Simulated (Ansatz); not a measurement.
# AsH$_{2}$ single point

input.yaml (Ansatz 0.2.0)

```yaml
crystal:
  lattice:
    - [4.578781, 0.0, 0.0]
    - [0.0, 5.826221, 0.0]
    - [0.0, 0.0, 5.038109]
  atoms:
    - { symbol: As, position: [0.0, 0.375, 0.25] }
    - { symbol: As, position: [0.5, 0.125, 0.75] }
    - { symbol: As, position: [0.0, 0.625, 0.75] }
    - { symbol: As, position: [0.5, 0.875, 0.25] }
    - { symbol: H, position: [0.245, 0.125, 0.083] }
    - { symbol: H, position: [0.255, 0.375, 0.583] }
    - { symbol: H, position: [0.745, 0.375, 0.917] }
    - { symbol: H, position: [0.755, 0.125, 0.417] }
    - { symbol: H, position: [0.755, 0.875, 0.917] }
    - { symbol: H, position: [0.745, 0.625, 0.417] }
    - { symbol: H, position: [0.255, 0.625, 0.083] }
    - { symbol: H, position: [0.245, 0.875, 0.583] }
  symmetry: { tolerance: 0.0003 }
kpoints:
  mp_grid: { grid: [7, 6, 6], shift: [0, 0, 0] }
  band_path:
    path:
      - [0.0, 0.0, 0.0]
      - [0.5, 0.0, 0.0]
      - [0.5, 0.5, 0.0]
      - [0.0, 0.5, 0.0]
      - [0.0, 0.0, 0.0]
      - [0.0, 0.0, 0.5]
      - [0.5, 0.0, 0.5]
      - [0.5, 0.5, 0.5]
      - [0.0, 0.5, 0.5]
      - [0.0, 0.0, 0.5]
      - [0.5, 0.0, 0.0]
    npoints: 7
magnetization:
  spin_polarized: false
scf:
  occupations: { method: fermi_dirac }
  lower_state_search: "off"
  max_iter: 200
hamiltonian:
  pseudopotentials: { kind: paw }
  xc: pbe
basis:
  ecutwfc: 420
  fft_grid_basis: typed
output:
  forces: true
  stress: true
  eigenvalues: true
  bader: true
  populations: true
  elf: true
  write_potential: true
  volumetric_format: npy
  dos:
    e_range: [-12, 8]
    de: 0.05
    projected: { site_lists: { As: [As], H: [H] } }
checkpoint:
  read: saved_state
```

Launched with:

```sh
ansatz run input.yaml --threads 1 --pin off --max-ram 2560MiB --backend cpu --events-out ev --progress --plain --runs-dir out
```

The run starts from an earlier solution of this cell. 

Excerpt of what it printed:

```
SCF iter   1: F=—  Δρ=1.05e-3  dr2=1.68e-3
SCF iter   2: F=—  Δρ=3.04e-4  dr2=1.34e-4
SCF iter   3: F=—  Δρ=9.21e-5  dr2=1.58e-5
SCF iter   4: F=—  Δρ=2.01e-5  dr2=6.61e-7
SCF iter   5: F=—  Δρ=6.05e-6  dr2=7.33e-8
SCF iter   6: F=-19543.5296 eV  Δρ=1.61e-6  dr2=2.45e-9
Free energy (F): -19543.5296 eV
Harris-Foulkes:  -19543.5296 eV  (|F-HF|=4.12e-9)
Internal energy: -19543.4251 eV  (E = F + TS)
E sigma→0 (E₀):  -19543.4774 eV
Entropy (-TS):   -0.1045 eV (-8.711 meV/atom)
Fermi energy:    6.5780 eV
--- Per-component energies (eV) ---
  E_band       = -1168.6615
  E_kinetic    = 502.4829
  E_local      = -7829.5211  (includes V_loc(G=0)·N_el)
  E_nonlocal   = -2673.3951
  E_hartree    = 4151.6409
  E_xc         = -382.3695
  E_vxc        = -401.4167  (∫ρ·V_xc dr)
  E_paw        = -7340.2311  (= ΣΔE_a)
  E_vpaw       = 929.9123  (= ΣTr[D̂ρ^β])
  E_aug_tail   = -0.0076  (compensation charges beyond the density's cutoff)
  E_ewald      = -5972.0246
  E_smearing   = -0.1045  (= −TS)
--- Stress (GPa, compression-positive) ---
       -3.6949       0.0000       0.0000
        0.0000      -3.9638       0.0000
        0.0000       0.0000      -2.9963
  P = ⅓ Tr σ = -3.5517 GPa (-35.517 kbar)
--- Löwdin populations: 12 sites ---
  site symbol       q [e]
     0     As     14.8636
     1     As     14.8636
     2     As     14.8636
     3     As     14.8636
     4      H      1.0337
     5      H      1.0337
     6      H      1.0337
     7      H      1.0337
     8      H      1.0337
     9      H      1.0337
    10      H      1.0337
    11      H      1.0337
  spilling = 0.0041 (of n_electrons = 68.0000)
```

Total energies depend on the potentials used, so only differences within one code and one set of settings carry meaning.

Origin: a known structure type with other elements, at an estimated volume, so it need not be a known compound.

(1) What did the run cost?

Results:

(1) Run time, from a saved density: 120 s on 1 thread of Arm Neoverse V2, on a shared host, peak memory 0.57 GiB.
